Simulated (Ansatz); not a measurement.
BN (wurtzite, P6_3mc), a = 2.543 Å, b = 2.543 Å, c = 4.207 Å, α = 90.00°, β = 90.00°, γ = 120.00°.

Relaxed with r²SCAN.

Question: Which orbitals make up the states near the band edges in DFT-r²SCAN in the program Ansatz with PAW potentials?

Answer: Top 1 eV of the valence band: N 2p 85 %, B 2p 13 %. Bottom 1 eV of the conduction band: B 2p 54 %, N 2p 24 %, outside the projected shells 21 %. Projections are on Löwdin-orthogonalised atomic valence shells; empty p or d shells of many metals are not among them.

Question: Tabulate the density of states.

Answer: States/eV per cell of 4 atoms, in 0.25 eV bins, energy from the valence-band maximum.

```tsv
E (eV)	total	N 2p	B 2p	N 2s
-7.85	1.14	0.70	0.23	0.07
-7.60	0.75	0.46	0.16	0.05
-7.35	0.85	0.52	0.19	0.05
-7.10	1.23	0.77	0.28	0.05
-6.85	1.05	0.66	0.25	0.05
-6.60	1.00	0.63	0.24	0.05
-6.35	1.10	0.70	0.26	0.05
-6.10	1.20	0.77	0.30	0.04
-5.85	1.25	0.80	0.32	0.04
-5.60	1.22	0.79	0.31	0.04
-5.35	1.25	0.82	0.32	0.04
-5.10	1.44	0.95	0.38	0.03
-4.85	1.45	0.97	0.38	0.03
-4.60	1.52	1.02	0.40	0.03
-4.35	1.66	1.12	0.44	0.03
-4.10	1.66	1.13	0.43	0.03
-3.85	1.61	1.11	0.41	0.03
-3.60	1.96	1.38	0.50	0.03
-3.35	2.15	1.53	0.55	0.02
-3.10	2.35	1.69	0.59	0.02
-2.85	1.74	1.27	0.42	0.02
-2.60	1.50	1.11	0.35	0.01
-2.35	1.37	1.03	0.31	0.01
-2.10	1.09	0.83	0.23	0.01
-1.85	0.90	0.70	0.18	0.01
-1.60	0.73	0.58	0.14	0.01
-1.35	0.60	0.49	0.10	0.00
-1.10	0.50	0.41	0.08	0.00
-0.85	0.40	0.33	0.06	0.00
-0.60	0.30	0.25	0.04	0.00
-0.35	0.19	0.16	0.02	0.00
-0.10	0.06	0.06	0.01	0.00
0.15	0.00	0.00	0.00	0.00
0.40	0.00	0.00	0.00	0.00
0.65	0.00	0.00	0.00	0.00
0.90	0.00	0.00	0.00	0.00
1.15	0.00	0.00	0.00	0.00
1.40	0.00	0.00	0.00	0.00
1.65	0.00	0.00	0.00	0.00
1.90	0.00	0.00	0.00	0.00
2.15	0.00	0.00	0.00	0.00
2.40	0.00	0.00	0.00	0.00
2.65	0.00	0.00	0.00	0.00
2.90	0.00	0.00	0.00	0.00
3.15	0.00	0.00	0.00	0.00
3.40	0.00	0.00	0.00	0.00
3.65	0.00	0.00	0.00	0.00
3.90	0.00	0.00	0.00	0.00
4.15	0.00	0.00	0.00	0.00
4.40	0.00	0.00	0.00	0.00
4.65	0.00	0.00	0.00	0.00
4.90	0.00	0.00	0.00	0.00
5.15	0.00	0.00	0.00	0.00
5.40	0.00	0.00	0.00	0.00
5.65	0.00	0.00	0.00	0.00
5.90	0.02	0.00	0.01	0.00
6.15	0.06	0.01	0.03	0.00
6.40	0.07	0.02	0.04	0.00
6.65	0.10	0.02	0.05	0.00
6.90	0.12	0.03	0.06	0.00
7.15	0.32	0.05	0.16	0.05
7.40	0.82	0.08	0.40	0.15
7.65	1.28	0.14	0.62	0.22
7.90	1.25	0.15	0.62	0.20
8.15	1.13	0.13	0.58	0.19
8.40	1.21	0.14	0.63	0.20
8.65	1.37	0.15	0.74	0.22
8.90	1.33	0.15	0.73	0.22
9.15	1.05	0.13	0.57	0.16
9.40	1.09	0.15	0.60	0.15
9.65	1.42	0.20	0.83	0.17
9.90	1.43	0.20	0.88	0.14
10.15	1.15	0.16	0.73	0.10
10.40	0.72	0.08	0.42	0.09
```

The cell was relaxed with r²SCAN under the symmetry of its start.

Potentials: the earlier of the program's two PAW sets.
